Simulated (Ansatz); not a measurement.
ScPtN2 in space group R-3m (No. 166; Sc on 3b, Pt on 3a, N on 6c) under volume change, the program Ansatz at the r²SCAN level (PAW), shape and atoms relaxed at each volume.

| V (Å³/atom) | E − E(relaxed) (meV/atom) | P (GPa) |
|---|---|---|
| 12.347 | 47.7 | 13.68 |
| 12.754 | 19.9 | 8.39 |
| 13.161 | 4.6 | 3.75 |
| 13.569 | 0.0 | 0.00 |
| 13.976 | 3.9 | -2.98 |
| 14.383 | 14.7 | -5.37 |
| 14.790 | 30.8 | -7.26 |

Problem. What does a third-order Birch–Murnaghan fit give for V₀, B₀ and B′?

Solution. V₀ = 13.58 Å³/atom, B₀ = 110 GPa, B′ = 5.9.

The start of the workflow was typed in or built on a structure type; neither database checked (COD, Materials Project) lists it. Whether it is the stable phase at ambient conditions was not checked. The cell was relaxed with r²SCAN under the symmetry of its start; its stability against distortions is not shown here. The run is not spin-polarised. Spin–orbit coupling is left out wherever it is not named.

Potentials: the later of the program's two PAW sets.
